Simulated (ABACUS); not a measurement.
Input and output of a self-consistent single point for Mo2N (I4_1/amd, 6 atoms in the cell; from Materials Project mp-27953, changed as shown) (ABACUS).

All values come from this method and carry its errors: PBEsol, PseudoDojo 0.4 standard norm-conserving PBEsol (tails mended) pseudopotentials (plane waves; ABACUS).

The change in words: volume scaled by 0.99. Reference geometry (I4_1/amd):
```
CELL_PARAMETERS angstrom
     -2.15523     2.15523     4.02637
      2.15523    -2.15523     4.02637
      2.15523     2.15523    -4.02637
ATOMIC_POSITIONS crystal
  Mo 0.98696 0.48696 0.50000
  Mo 0.23696 0.23696 0.00000
  Mo 0.76304 0.76304 0.00000
  Mo 0.51304 0.01304 0.50000
  N  0.25000 0.75000 0.50000
  N  0.50000 0.50000 0.00000
```

Reference input (self-consistent single point, DFT, PBEsol, plane waves, PseudoDojo 0.4 standard norm-conserving PBEsol (tails mended) pseudopotentials): KPT = MP 5 5 5 0 0 0; basis_type = pw; ecutwfc = 84 Ry; smearing_method = fd; smearing_sigma = 0.00367493 Ry; potentials = PseudoDojo 0.4 standard norm-conserving PBEsol (tails mended); symmetry = 1; symmetry_prec = 1e-05; ks_solver = dav_subspace; scf_nmax = 100; scf_thr = 1.0e-09 Ry; mixing_type = broyden. This run's input differs from it in these lines:

```diff
@@ -27,5 +27,5 @@
 LATTICE_VECTORS
-  -2.1552330000    2.1552330000    4.0263690000
-   2.1552330000   -2.1552330000    4.0263690000
-   2.1552330000    2.1552330000   -4.0263690000
+  -2.1480240000    2.1480240000    4.0129010000
+   2.1480240000   -2.1480240000    4.0129010000
+   2.1480240000    2.1480240000   -4.0129010000
 
@@ -37,6 +37,6 @@
 4
-   0.0000000000    2.1552330000    3.9213612965
-  -0.0000000000    0.0000000000    1.9081767965
-   0.0000000000   -0.0000000000    6.1445612035
-   0.0000000000    2.1552330000    0.1050077035
+   0.0000000000    2.1480240000    3.9082445419
+  -0.0000000000    0.0000000000    1.9017940419
+  -0.0000000000    0.0000000000    6.1240079581
+   0.0000000000    2.1480240000    0.1046564581
 
@@ -45,4 +45,4 @@
 2
-   2.1552330000    0.0000000000    2.0131845000
-   0.0000000000    0.0000000000    4.0263690000
+   2.1480240000    0.0000000000    2.0064505000
+   0.0000000000    0.0000000000    4.0129010000
 # file: KPT
```

Output, abridged:

```
 SELF-CONSISTENT
 -------------------------------------------
                                 init_chg = atomic

 PW ALGORITHM --------------- ION=   1  ELEC=   1--------------------------------

 Density error is 1.94437728383
                          Error Threshold = 0.01
 E_KohnSham     -603.3007403133      -8208.3276758798
 E_Fermi        1.5731776791         21.4041804015

 PW ALGORITHM --------------- ION=   1  ELEC=   2--------------------------------

 Density error is 0.23863893724
                          Error Threshold = 0.00294602618762
 E_KohnSham     -603.6895537339      -8213.6177538582
   [... lines left out ...]

 Density error is 3.86348762086e-09
                          Error Threshold = 2.29564741624e-10
 E_KohnSham     -603.7238627546      -8214.0845520330
 E_Fermi        1.5013821687         20.4273523700

 PW ALGORITHM --------------- ION=   1  ELEC=  10--------------------------------

 Density error is 3.03669266944e-10
                          Error Threshold = 5.85376912252e-12
 E_KohnSham     -603.7238627553      -8214.0845520427
 E_KS(sigma->0) -603.7223174822      -8214.0635275234
 E_entropy(-TS) -0.0030905462        -0.0420490385
 E_Fermi        1.5013866245         20.4274129945
 charge density convergence is achieved
 final etot is -8214.084552 eV
 EFERMI = 20.427412995 eV

 STATE ENERGY(eV) AND OCCUPATIONS    NSPIN == 1
   [... 40 lines left out ...]

 TOTAL-FORCE (eV/Angstrom)
                       Mo1         0.0000000000         0.0000000000         0.3631499358
                       Mo2         0.0000000000         0.0000000000         0.3631499358
                       Mo3         0.0000000000         0.0000000000        -0.3631499358
                       Mo4         0.0000000000         0.0000000000        -0.3631499358
                        N1         0.0000000000         0.0000000000         0.0000000000
                        N2         0.0000000000         0.0000000000         0.0000000000

 TOTAL-STRESS (KBAR)
      -145.4324402440        -0.0000000000        -0.0000000000
        -0.0000000000      -145.4324402440         0.0000000000
        -0.0000000000        -0.0000000000      -150.8134932570
 TOTAL-PRESSURE: -147.226125 KBAR

 --------------------------------------------
 !FINAL_ETOT_IS -8214.0845520426501025 eV
 --------------------------------------------
```

The run converged in 10 iterations. Against the reference run the free energy falls by 12.5 meV/atom, the pressure goes from -17.37 to -14.72 GPa and the largest force goes from 0.401 to 0.363 eV/Å.

The structure comes from a collection of computed structures, made at another level of theory; the collection holds predicted forms beside known ones. Its lattice was then scaled. No clean gap shows at this smearing width and mesh (spacing up to 0.41 Å⁻¹); the mesh is coarse for partly filled bands, so the values carry mesh errors.

Cost on one core: around 4 core-minutes (rough).

“Tails mended”: in these copies of the files the far tail of each local potential was reset to the Coulomb form.
